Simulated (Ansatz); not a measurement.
An ordered 4-atom cell of Ga2AsN on the rocksalt lattice, 4 atoms and 46 valence electrons in a cell of about 56 Å³, was run 5 times in the plane-wave code Ansatz, each time on 2 threads of Intel(R) Xeon(R) Processor @ 2.50GHz (Skylake/Cascade Lake), on a shared host.

```json
{"run": "relaxation, PBE", "k mesh": "8×8×8", "irreducible k": "65", "cutoff (eV)": "420", "plane waves": "1179", "bands": "28", "SCF iterations": "124", "wall time": "2 min", "peak host memory (GiB)": "0.45"}
{"run": "relaxation, r2SCAN", "k mesh": "8×8×8", "irreducible k": "65", "cutoff (eV)": "500", "plane waves": "1419", "bands": "28", "SCF iterations": "57", "wall time": "2.2 min", "peak host memory (GiB)": "0.6"}
{"run": "bands, PBE", "k mesh": "10×10×10", "irreducible k": "116", "cutoff (eV)": "420", "plane waves": "1099", "bands": "28", "SCF iterations": "8", "wall time": "?", "peak host memory (GiB)": "?"}
{"run": "single point, r2SCAN", "k mesh": "10×10×10", "irreducible k": "116", "cutoff (eV)": "500", "plane waves": "1419", "bands": "28", "SCF iterations": "9", "wall time": "38 s", "peak host memory (GiB)": "0.62"}
{"run": "single point, PBE+SOC", "k mesh": "10×10×10", "irreducible k": "116", "cutoff (eV)": "420", "plane waves": "1099", "bands": "56", "SCF iterations": "10", "wall time": "?", "peak host memory (GiB)": "?"}
```

Q: Estimate the missing times and memories.

A:

| run | wall time | peak host memory (GiB) |
| --- | --- | --- |
| bands, PBE | 18 s | 0.46 |
| single point, PBE+SOC | 82 s | 0.91 |

Only the levels marked +SOC include spin-orbit coupling.
